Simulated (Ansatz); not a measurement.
## Profile along the Ir–Ir line in ZrIr3 (Cu3Au type)

ZrIr3 (Cu3Au type)

```cif
data_Ir3Zr
_chemical_formula_sum 'Zr1 Ir3'
_space_group_name_H-M_alt 'P 1'
_space_group_IT_number 1
_cell_length_a 3.91070
_cell_length_b 3.91070
_cell_length_c 3.91070
_cell_angle_alpha 90.000
_cell_angle_beta 90.000
_cell_angle_gamma 90.000
loop_
_space_group_symop_operation_xyz
  'x, y, z'
loop_
_atom_site_label
_atom_site_type_symbol
_atom_site_fract_x
_atom_site_fract_y
_atom_site_fract_z
_atom_site_occupancy
Zr1 Zr 0.00000 0.00000 0.00000 1
Ir1 Ir 0.50000 0.50000 0.00000 1
Ir2 Ir 0.00000 0.50000 0.50000 1
Ir3 Ir 0.50000 0.00000 0.50000 1
```

Fields along a shortest Ir–Ir line of a {110} plane (2.77 Å), from Ir to Ir, interpolated on the slice's grid (step about 0.3 Å). Method: LDA (plane waves to 420 eV, PAW, scalar-relativistic; Ansatz, a first-principles code). k mesh 12×12×12. These are valence fields of a PAW run, semicore shells included where kept as valence: close to a nucleus they are smooth pseudo fields. Spin-orbit coupling is left out, though Ir is heavy. ZrIr3 is run without spin polarisation. ZrIr3 was relaxed with its symmetry unable to fall.

| distance from Ir (Å) | valence electron density (e/Å³) | electron localisation function |
|---|---|---|
| 0.00 | 8.98 | x |
| 0.28 | 8.81 | x |
| 0.55 | 5.47 | 0.65 |
| 0.83 | 1.68 | 0.40 |
| 1.11 | 0.58 | 0.27 |
| 1.39 | 0.42 | 0.38 |
| 1.66 | 0.58 | 0.27 |
| 1.94 | 1.68 | 0.40 |
| 2.22 | 5.47 | 0.65 |
| 2.49 | 8.81 | x |
| 2.77 | 8.98 | x |

x: too close to a nucleus for the ELF to mean much.

Density on the Ir–Ir line (2.77 Å) at its midpoint: 0.42 e/Å³. ELF at that point: 0.38.
